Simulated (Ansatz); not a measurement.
**Is this Hf7Cl structure a true minimum?**

It was reached by relaxing an invented guess, and it needn't be the stable form of this composition.

These are results of DFT PBE, scalar-relativistic, plane waves, PAW in Ansatz, not measurements. Settings: cutoff 420 eV, Γ-centred mesh 12×12×2 on the computed 8-atom cell, Gaussian smearing of 0.10 eV; no spin polarisation.

The cell below (8 atoms, space group P-6m2 (No. 187)) is relaxed within its symmetry.

```yaml
crystal:
  lattice:
    - [3.21610, 0.00000, 0.00000]
    - [-1.60805, 2.78522, 0.00000]
    - [0.00000, 0.00000, 19.30391]
  atoms:
    - { symbol: Hf, position: [0.33333, 0.66667, 0.89137] }
    - { symbol: Hf, position: [0.33333, 0.66667, 0.10863] }
    - { symbol: Hf, position: [0.33333, 0.66667, 0.63052] }
    - { symbol: Hf, position: [0.00000, 0.00000, 0.50000] }
    - { symbol: Hf, position: [0.00000, 0.00000, 0.23653] }
    - { symbol: Hf, position: [0.33333, 0.66667, 0.36948] }
    - { symbol: Hf, position: [0.00000, 0.00000, 0.76347] }
    - { symbol: Cl, position: [0.00000, 0.00000, 0.00000] }
```

For the test it was strained at random (σ = 1.5 % a component), the atoms were moved at random (σ = 0.05 Å), and all was relaxed again on a coarse 6×6×1 mesh (in the run’s order of axes) with 0.20 eV smearing, with no symmetry imposed.

These runs have no spin–orbit coupling, which can matter for Hf. The cell is a metal run without spin; a magnetic state may lie lower.

Problem. Does it come back?

Solution. It returns, within 1 meV/atom of the unmoved cell on that mesh and with the same symmetry when read at 0.1 Å. So it is stable against the distortions that fit this cell and that this random move excites. Modes that don't fit the cell aren't tested.
